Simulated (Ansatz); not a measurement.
GaAs:
```yaml
crystal:
  lattice:
    - [6.98794, 0.00000, 0.00000]
    - [0.00000, 6.98794, 0.00000]
    - [0.00000, 0.00000, 6.98794]
  atoms:
    - { symbol: Ga, position: [0.25000, 0.00000, 0.50000] }
    - { symbol: Ga, position: [0.50000, 0.25000, 0.00000] }
    - { symbol: Ga, position: [0.50000, 0.75000, 0.00000] }
    - { symbol: Ga, position: [0.75000, 0.00000, 0.50000] }
    - { symbol: Ga, position: [0.00000, 0.50000, 0.75000] }
    - { symbol: Ga, position: [0.00000, 0.50000, 0.25000] }
    - { symbol: As, position: [0.25000, 0.50000, 0.00000] }
    - { symbol: As, position: [0.00000, 0.25000, 0.50000] }
    - { symbol: As, position: [0.00000, 0.75000, 0.50000] }
    - { symbol: As, position: [0.75000, 0.50000, 0.00000] }
    - { symbol: As, position: [0.50000, 0.00000, 0.75000] }
    - { symbol: As, position: [0.50000, 0.00000, 0.25000] }
```

Relaxed with r²SCAN. Special points in fractions of this cell's reciprocal vectors: Γ (0.000, 0.000, 0.000); X (0.000, 0.500, 0.000); M (0.500, 0.500, 0.000); R (0.500, 0.500, 0.500).

Task: List the band energies nearest the valence-band maximum at these points for plane-wave PAW r²SCAN (Ansatz code).

Result: In eV from the valence-band maximum; about four levels below and three above (degenerate sets whole), none deeper than 8.9 eV; points with the same levels are listed once.

| k | below | above |
|---|---|---|
| Γ | -1.77 -1.77 -1.77 0.00 0.00 0.00 | 0.79 1.12 1.12 1.12 |
| X | -0.97 -0.97 -0.36 -0.36 | 1.01 1.01 2.73 2.73 |
| M | -1.26 -1.26 -0.96 -0.40 | 1.94 1.94 2.69 |
| R | -1.70 -1.70 -1.70 -1.70 | 3.16 3.16 3.16 3.16 3.16 3.16 |

Space group Pm-3n. The start of the workflow was typed in or built on a structure type; neither database checked (COD, Materials Project) lists it. It is not the phase usual at ambient conditions (space group No. 216). Symmetry was held in the r²SCAN relaxation; its stability against distortions is not shown here. The volume moved by 22 % from the start of the relaxation. Spin–orbit coupling is left out wherever it is not named.

Potentials: the later of the program's two PAW sets.
